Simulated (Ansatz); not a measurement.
AlN (wurtzite)

```yaml
crystal:
  lattice:
    - [3.13030, 0.00000, 0.00000]
    - [-1.56515, 2.71092, 0.00000]
    - [0.00000, 0.00000, 5.01801]
  atoms:
    - { symbol: Al, position: [0.66667, 0.33333, 0.00337] }
    - { symbol: Al, position: [0.33333, 0.66667, 0.50337] }
    - { symbol: N, position: [0.66667, 0.33333, 0.62183] }
    - { symbol: N, position: [0.33333, 0.66667, 0.12183] }
```

In each cell atom 1 (Al, nearest neighbour N at 1.903 Å; its periodic images, 3.1 Å or more away, move with it) moves by s·(-0.823, 0.475, 0.312) (towards the nearest neighbour), the rest being held.

Calculation: PBE (plane waves to 420 eV, PAW, scalar-relativistic; Ansatz, a quantum-chemistry and plane-wave program). k mesh 10×10×6 (Γ-centred), Fermi-Dirac smearing 0.05 eV. The energy includes the smearing's −TS. Stress and pressure are positive under compression. AlN was relaxed with its symmetry unable to fall. The zero of ΔE is the undisplaced structure.

Problem. Give the computed ΔE (meV/cell) and P (GPa) at s (Å) = -0.190, 0.038, 0.114, 0.152, 0.190.

Solution. 
```csv
s (Å),ΔE (meV/cell),P (GPa)
-0.190,214,1.73
0.038,12,0.07
0.114,117,0.89
0.152,221,1.71
0.190,365,2.85
```

(A displaced cell: forces are minus the slopes of the energy, force constants its curvatures, and phonons follow from these.)
